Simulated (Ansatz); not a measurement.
AgB3N3:
```yaml
crystal:
  lattice:
    - [4.32606, 0.00000, 0.00000]
    - [-2.16303, 3.74648, 0.00000]
    - [0.00000, 0.00000, 12.23947]
  atoms:
    - { symbol: N, position: [0.33336, 0.33336, 0.75000] }
    - { symbol: N, position: [0.66664, 0.00000, 0.75000] }
    - { symbol: N, position: [0.00000, 0.66664, 0.75000] }
    - { symbol: B, position: [0.33353, 0.00000, 0.75000] }
    - { symbol: B, position: [0.66647, 0.66647, 0.75000] }
    - { symbol: B, position: [0.00000, 0.33353, 0.75000] }
    - { symbol: Ag, position: [0.00000, 0.00000, 0.00000] }
    - { symbol: N, position: [0.66664, 0.66664, 0.25000] }
    - { symbol: N, position: [0.00000, 0.33336, 0.25000] }
    - { symbol: N, position: [0.33336, 0.00000, 0.25000] }
    - { symbol: B, position: [0.66647, 0.00000, 0.25000] }
    - { symbol: B, position: [0.00000, 0.66647, 0.25000] }
    - { symbol: B, position: [0.33353, 0.33353, 0.25000] }
    - { symbol: Ag, position: [0.00000, 0.00000, 0.50000] }
```

Relaxed with PBE+D3(BJ). Special points in fractions of this cell's reciprocal vectors: Γ (0.000, 0.000, 0.000); M (0.500, 0.000, 0.000); K (0.333, 0.333, 0.000); A (0.000, 0.000, 0.500); L (0.500, 0.000, 0.500); H (0.333, 0.333, 0.500).

**Question.** List the band energies nearest the Fermi level at these points for PBE+D3(BJ) in the plane-wave PAW code Ansatz.

**Answer.** In eV from the Fermi level; about four levels below and three above (degenerate sets whole), none deeper than 8.9 eV; points with the same levels are listed once.

```
k                                below                          above
-  -----------------------------------  -----------------------------
Γ              -2.07 -2.07 -1.81 -0.78                 2.40 2.40 2.49
M              -3.25 -3.20 -3.14 -2.74                 0.32 0.97 1.84
K        -3.35 -3.35 -3.21 -3.21 -3.17            0.69 1.35 2.86 2.86
A  -2.13 -2.13 -2.13 -2.13 -1.37 -1.37            2.48 2.48 2.48 2.48
L              -3.26 -3.26 -2.89 -2.89            0.62 0.62 2.16 2.16
H  -3.29 -3.29 -3.29 -3.29 -3.26 -3.26  0.99 0.99 3.10 3.10 3.10 3.10
```

Space group P6_3/mcm. A made-up cell: these elements were put on the sites of a structure type; neither database checked (COD, Materials Project) lists it. Whether it is the stable phase at ambient conditions was not checked. The PBE+D3(BJ) relaxation kept the symmetry of its start; phonons show weakly imaginary modes. The run is not spin-polarised. Spin–orbit coupling is left out wherever it is not named.

Potentials: the later of the program's two PAW sets.
